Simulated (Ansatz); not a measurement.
All numbers below come from DFT PBE, scalar-relativistic, plane waves, PAW, and for the lanthanide a 4f-in-core norm-conserving potential, in Ansatz. Cutoff 690 eV, Γ-centred meshes of about 0.25 Å⁻¹ or finer for metals and 0.3 Å⁻¹ for insulators (2π included), Gaussian smearing. No spin polarisation.

These are static total energies at zero pressure.

Two forms of KTmI4 were relaxed alike.

A.

```
K Tm I
1.0
     6.04867    3.49220    3.38844
    -6.04867    3.49220    3.38844
     0.00000   -6.98440    3.38844
K Tm I
1 1 4
Direct
  0.22230 0.22230 0.22230
  0.83969 0.83969 0.83969
  0.84415 0.20717 0.84415
  0.84415 0.84415 0.20717
  0.20717 0.84415 0.84415
  0.55920 0.55920 0.55920
```

B.

```
K Tm I
1.0
     5.42150    0.00000    0.00000
     0.00000    5.42150    0.00000
     0.00000    0.00000    8.44870
K Tm I
1 1 4
Direct
  0.50000 0.50000 0.50000
  0.00000 0.00000 0.00000
  0.50000 0.00000 0.78409
  0.00000 0.50000 0.21591
  0.50000 0.00000 0.21591
  0.00000 0.50000 0.78409
```

Question: Which form is favoured at zero pressure, and by what margin per atom?

Answer: A is lower, by 71 meV/atom. A has space group R3m (No. 160), 71.6 Å³/atom and a gap of 3.85 eV on its mesh; B has space group P4/mmm (No. 123), 41.4 Å³/atom and a gap of 1.14 eV. Counting I atoms around K and Tm (those within 1.25 times the shortest such distance or 1.15 times the sum of covalent radii, 1.27 where that leaves under three), A has K 4, Tm 4 and B has K 8, Tm 8. Both come from trial cells of a structure search, whose lowest cell (P2/m, 47.3 Å³/atom) lies 108 meV/atom below the lower of the two.

No dispersion correction is applied, so the spacing and binding between layers, chains or molecules are poorly described (R3m), and this can change margins and order among such cells. These runs have no spin–orbit coupling, which can matter for I. Kohn–Sham gaps at this level usually fall short of measured ones. The missing spin–orbit coupling can work the other way here. Cells relaxed within their symmetry can be saddle points. Some candidate types were left out of the draw beforehand, so a known form may be missing.

The lanthanide is trivalent by construction, without f bands, f moments or other valences.
